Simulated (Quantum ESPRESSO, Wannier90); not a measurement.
# Wannier functions of Ge2Mo (I4/mmm)

Materials Project entry mp-10201; symmetrised, unrelaxed at this level. Not found in the COD (Crystallography Open Database) copy used, which has the formula in other groups; not checked further. Method: PBEsol plane waves in Quantum ESPRESSO 7.5 (PseudoDojo norm-conserving files, 64 Ry, spinors with spin-orbit coupling), Bloch states on a 6×6×6 mesh through Γ, Wannier90 4.0.1. Density: 10×10×10 mesh, cold smearing 0.01 Ry.

On the energy scale of pw.x, whose zero is arbitrary, the Fermi level lies at 17.96 eV.

Input w.win:

```
num_bands = 12
num_wann = 12
exclude_bands = 1-16,29-82
spinors = true
num_iter = 1000
conv_tol = 1.0e-6
conv_window = 4
write_hr = true
write_u_matrices = true
auto_projections = true
begin unit_cell_cart
ang
    0.0000000000   -3.3201900000    0.0000000000
    3.3201900000    0.0000000000    0.0000000000
   -1.6600950000    1.6600950000    4.0931900000
end unit_cell_cart
begin atoms_frac
Ge  -0.3383300000 -0.3383300000  0.3233400000
Ge   0.3383300000  0.3383300000 -0.3233400000
Mo   0.0000000000  0.0000000000  0.0000000000
end atoms_frac
mp_grid = 6 6 6
begin kpoints
0.0000000000 0.0000000000 0.0000000000
0.0000000000 0.0000000000 0.1666666667
0.0000000000 0.0000000000 0.3333333333
... (213 more lines: the 6x6x6 mesh through Gamma)
end kpoints
```

Input of pw2wannier90.x that gives the overlap and projection files (equivalent; here they were cut from one run over all bands):

```
&inputpp
  outdir = './out'
  prefix = 'pwscf'
  seedname = 'w'
  write_amn = .true.
  write_mmn = .true.
  scdm_proj = .true.
  scdm_entanglement = 'isolated'
/
```

Output w.wout (banner and timings cut):

```
                                    ------
                                    SYSTEM
                                    ------

                              Lattice Vectors (Ang)
                    a_1     0.000000  -3.320190   0.000000
                    a_2     3.320190   0.000000   0.000000
                    a_3    -1.660095   1.660095   4.093190

                   Unit Cell Volume:      45.12194  (Ang^3)

                        Reciprocal-Space Vectors (Ang^-1)
                    b_1     0.000000  -1.892417   0.767517
                    b_2     1.892417   0.000000   0.767517
                    b_3    -0.000000   0.000000   1.535034

 *----------------------------------------------------------------------------*
 |   Site       Fractional Coordinate          Cartesian Coordinate (Ang)     |
 +----------------------------------------------------------------------------+
 | ge   1  -0.33833  -0.33833   0.32334   |   -1.66010   1.66010   1.32349    |
 | ge   2   0.33833   0.33833  -0.32334   |    1.66010  -1.66010  -1.32349    |
 | mo   1   0.00000   0.00000   0.00000   |    0.00000   0.00000   0.00000    |
 *----------------------------------------------------------------------------*
                                ------------
                                K-POINT GRID
                                ------------

             Grid size =  6 x  6 x  6      Total points =  216

 *---------------------------------- MAIN ------------------------------------*
 |  Number of Wannier Functions               :                12             |
 |  Number of Objective Wannier Functions     :                12             |
 |  Number of input Bloch states              :                12             |
 |  Output verbosity (1=low, 5=high)          :                 1             |
 |  Timing Level (1=low, 5=high)              :                 1             |
 |  Optimisation (0=memory, 3=speed)          :                 3             |
 |  Length Unit                               :               Ang             |
 |  Post-processing setup (write *.nnkp)      :                 F             |
 |  Using Gamma-only branch of algorithms     :                 F             |
 *----------------------------------------------------------------------------*
 *------------------------------- WANNIERISE ---------------------------------*
 |  Total number of iterations                :              1000             |
 |  Number of CG steps before reset           :                 5             |
 |  Trial step length for line search         :             2.000             |
 |  Convergence tolerence                     :         0.100E-05             |
 |  Convergence window                        :                 4             |
 |  Iterations between writing output         :                 1             |
 |  Iterations between backing up to disk     :               100             |
 |  Write r^2_nm to file                      :                 F             |
 |  Write xyz WF centres to file              :                 F             |
 |  Write on-site energies <0n|H|0n> to file  :                 F             |
 |  Use guiding centre to control phases      :                 F             |
 |  Use phases for initial projections        :                 F             |
 *----------------------------------------------------------------------------*
 *-------------------------------- PLOTTING ----------------------------------*
 |  Plotting Hamiltonian in WF basis          :                 T             |
 *----------------------------------------------------------------------------*

       ... (k-mesh section left out)

 Starting a new Wannier90 calculation ...

 Reading overlaps from w.mmn

 Reading projections from w.amn

 *------------------------------- WANNIERISE ---------------------------------*
 +--------------------------------------------------------------------+<-- CONV
 | Iter  Delta Spread     RMS Gradient      Spread (Ang^2)            |<-- CONV
 +--------------------------------------------------------------------+<-- CONV

 ------------------------------------------------------------------------------
 Initial State
  WF centre and spread    1  (  1.624181, -1.656308, -1.349172 )     1.30848761
  WF centre and spread    2  ( -1.624181,  1.656306,  1.349171 )     1.30848542
  WF centre and spread    3  (  1.654360, -1.659059, -1.330047 )     0.42527654
  WF centre and spread    4  ( -1.654360,  1.659059,  1.330047 )     0.42527645
  WF centre and spread    5  ( -1.657806,  1.661757,  1.317591 )     0.45190464
  WF centre and spread    6  (  1.657805, -1.661757, -1.317591 )     0.45190485
  WF centre and spread    7  ( -1.660804,  1.657309,  1.323204 )     0.36978562
  WF centre and spread    8  (  1.660804, -1.657309, -1.323204 )     0.36978567
  WF centre and spread    9  ( -1.657406,  1.661537,  1.329064 )     0.36802541
  WF centre and spread   10  (  1.657406, -1.661537, -1.329064 )     0.36802558
  WF centre and spread   11  (  0.782589, -1.298507, -1.530982 )    19.11097705
  WF centre and spread   12  ( -0.782580,  1.298513,  1.530982 )    19.11082520
  Sum of centres and spreads (  0.000009,  0.000003, -0.000000 )    44.06876004

      0     0.441E+02     0.0000000000       44.0687600038  <-- CONV
        O_D=     25.5232925 O_OD=     14.5714335 O_TOT=     44.0687600 <-- SPRD
 ------------------------------------------------------------------------------
      1    -0.199E+01     4.2262273183       42.0781692282  <-- CONV
        O_D=     23.4273891 O_OD=     14.6767461 O_TOT=     42.0781692 <-- SPRD
      2    -0.582E+01     3.3612892181       36.2611083406  <-- CONV
        O_D=     16.6834666 O_OD=     15.6036077 O_TOT=     36.2611083 <-- SPRD
      3    -0.218E+01     2.7278813617       34.0807774676  <-- CONV
        O_D=     13.7834972 O_OD=     16.3232462 O_TOT=     34.0807775 <-- SPRD
      4    -0.501E+00     2.3272312042       33.5800195512  <-- CONV
        O_D=     13.2750784 O_OD=     16.3309072 O_TOT=     33.5800196 <-- SPRD
      5    -0.689E+00     3.6119205179       32.8912350534  <-- CONV
        O_D=     12.6004046 O_OD=     16.3167964 O_TOT=     32.8912351 <-- SPRD
       ... (lines left out)
     57    -0.169E-06     0.0003941859        3.9777994243  <-- CONV
        O_D=      0.0001768 O_OD=      0.0035886 O_TOT=      3.9777994 <-- SPRD
     58    -0.106E-06     0.0002266085        3.9777993187  <-- CONV
        O_D=      0.0001768 O_OD=      0.0035885 O_TOT=      3.9777993 <-- SPRD
     59    -0.614E-07     0.0001918748        3.9777992573  <-- CONV
        O_D=      0.0001768 O_OD=      0.0035884 O_TOT=      3.9777993 <-- SPRD
             <<<     Delta < 1.000E-06  over  4 iterations     >>>
             <<< Wannierisation convergence criteria satisfied >>>
 Final State
  WF centre and spread    1  (  1.662199, -1.663362, -1.324022 )     0.33669239
  WF centre and spread    2  ( -1.662193,  1.663359,  1.324026 )     0.33671792
  WF centre and spread    3  (  1.656813, -1.658529, -1.326411 )     0.33626093
  WF centre and spread    4  ( -1.656815,  1.658531,  1.326412 )     0.33626471
  WF centre and spread    5  ( -1.659941,  1.659796,  1.313519 )     0.34455629
  WF centre and spread    6  (  1.659941, -1.659793, -1.313519 )     0.34455718
  WF centre and spread    7  ( -1.661581,  1.658261,  1.321390 )     0.33777045
  WF centre and spread    8  (  1.661581, -1.658261, -1.321389 )     0.33776930
  WF centre and spread    9  ( -1.660021,  1.660531,  1.325963 )     0.31640256
  WF centre and spread   10  (  1.660022, -1.660530, -1.325963 )     0.31640188
  WF centre and spread   11  (  0.000076, -3.320193, -2.764589 )     0.31718777
  WF centre and spread   12  ( -0.000081,  3.320190,  2.764585 )     0.31721790
  Sum of centres and spreads ( -0.000000, -0.000000, -0.000000 )     3.97779930

         Spreads (Ang^2)       Omega I      =     3.974034026
        ================       Omega D      =     0.000176801
                               Omega OD     =     0.003588430
    Final Spread (Ang^2)       Omega Total  =     3.977799257
```
